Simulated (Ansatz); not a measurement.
## Zone-centre modes in Al$_{2}$O$_{3}$

All numbers below come from Ansatz, DFT r2SCAN, scalar-relativistic, plane waves, PAW. Cutoff 500 eV, Γ-centred 6×6×6 k-points, Gaussian smearing of 0.05 eV. No spin polarisation.

Reference structure (relaxed at this level):

```
CELL_PARAMETERS angstrom
2.37957 1.37385 4.33164
-2.37957 1.37385 4.33164
0.00000 -2.74769 4.33164
ATOMIC_POSITIONS crystal
Al 0.85192 0.85192 0.85192
Al 0.64808 0.64808 0.64808
Al 0.14808 0.14808 0.14808
Al 0.35192 0.35192 0.35192
O 0.05639 0.44361 0.75000
O 0.75000 0.05639 0.44361
O 0.44361 0.75000 0.05639
O 0.94361 0.55639 0.25000
O 0.25000 0.94361 0.55639
O 0.55639 0.25000 0.94361
```

Harmonic modes by finite displacements of 0.02 Å, without the LO–TO term.

Problem. At this geometry, is the structure stable against these modes?

Solution. Yes: no mode is imaginary beyond 10 cm⁻¹, and only the three translations lie near zero.

Problem. List the wavenumbers in cm⁻¹.

Solution. 0, 0, 0, 306, 380, 380, 384, 384, 399, 419, 432, 432, 440, 440, 448, 448, 538, 570, 570, 578, 578, 582, 604, 635, 635, 645, 700, 751, 751, 758.